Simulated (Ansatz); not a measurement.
# Computed properties of Na

Na:
```
Na
1.0
    0.00000     2.66318     2.66318
    2.66318     0.00000     2.66318
    2.66318     2.66318     0.00000
Na
1
Cartesian
  0.00000   0.00000   0.00000
```

Space group Fm-3m (No. 225), fcc (Cu type); conventional cell a = 5.326 Å, b = 5.326 Å, c = 5.326 Å, α = 90.00°, β = 90.00°, γ = 90.00°.

Method: r²SCAN (plane waves, PAW; program Ansatz). Geometry: relaxed at this level of theory. Other levels are named where they apply.

Cell and energy:

- Volume per atom = 37.78 Å³
- Density = 1.01 g/cm³

Electronic structure:

- Electronic character: metallic (no gap)
- Density of states at the Fermi level: 0.46 states/eV per atom (mean over ±0.08 eV)

Mechanics:

- Bulk modulus (Birch–Murnaghan fit): 7.6 GPa
- Pressure derivative B′: 3.6
- Elastic constants (relaxed ions, GPa): C11 = 8.7, C12 = 7.1, C44 = 6.2
- Mechanical stability: stable (all eigenvalues of C positive)
- Hill bulk and shear moduli: 7.6 and 2.9 GPa
- Young's modulus: 7.7 GPa
- Poisson's ratio: 0.33
- Debye temperature from the elastic constants: 168 K

This is a known high-pressure phase of the composition, computed here at zero pressure and temperature. The r²SCAN relaxation kept the symmetry of its start; its stability against distortions is not shown here. As this level gives no gap, shear constants depend on the k-mesh and smearing (Fermi–Dirac, 0.1 eV here).

Potentials: the later of the program's two PAW sets.
